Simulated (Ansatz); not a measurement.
Cells of WS$_{2}$ relaxed with PBEsol (plane waves to 420 eV, PAW, scalar-relativistic; Ansatz, an electronic-structure program), each with a space-group label. One label is wrong.

**A**, labelled P-3m1 (No. 164)
```xyz
6
Lattice="3.0042 0.0000 0.0000 -1.5021 2.6017 0.0000 0.0000 0.0000 13.6606" Properties=species:S:1:pos:R:3 pbc="T T T"
W      0.0000     1.7345    12.5080
S      1.5021     0.8672     6.0471
S      0.0000     1.7345     2.7596
S      1.5021     0.8672    10.9009
W      1.5021     0.8672     1.1526
S      0.0000     1.7345     7.6134
```

**B**, labelled Pn-3m (No. 224)
```yaml
crystal:
  lattice:
    - [5.10615, 0.00000, 0.00000]
    - [0.00000, 5.10615, 0.00000]
    - [0.00000, 0.00000, 5.10615]
  atoms:
    - { symbol: S, position: [0.75000, 0.25000, 0.25000] }
    - { symbol: S, position: [0.75000, 0.75000, 0.75000] }
    - { symbol: S, position: [0.25000, 0.75000, 0.25000] }
    - { symbol: S, position: [0.25000, 0.25000, 0.75000] }
    - { symbol: W, position: [0.50000, 0.50000, 0.50000] }
    - { symbol: W, position: [0.00000, 0.00000, 0.00000] }
```

**C**, labelled P3m1 (No. 156)
```yaml
crystal:
  lattice:
    - [-2.35704, 2.35704, 4.51404]
    - [2.35704, -2.35704, 4.51404]
    - [2.35704, 2.35704, -4.51404]
  atoms:
    - { symbol: W, position: [0.50000, 0.50000, 0.00000] }
    - { symbol: W, position: [0.25000, 0.75000, 0.50000] }
    - { symbol: S, position: [0.22995, 0.22995, 0.00000] }
    - { symbol: S, position: [0.97995, 0.47995, 0.50000] }
    - { symbol: S, position: [0.52005, 0.02005, 0.50000] }
    - { symbol: S, position: [0.77005, 0.77005, 0.00000] }
```

Task: Which label is wrong, and what should it be (tolerance 0.01 Å)?

Result: C: its symmetry is I4₁/amd, origin choice 1 (No. 141), tI12, anatase type; a = 4.7141 Å, b = 4.7141 Å, c = 9.0281 Å, α = 90.00°, β = 90.00°, γ = 90.00°.

Each run could gain symmetry but not lose that of its start, so entries can be saddle points. All of these are generated cells (placed on structure types, drawn at random, substituted or restacked) that were not matched to a known phase here.

No spin polarisation in the result.
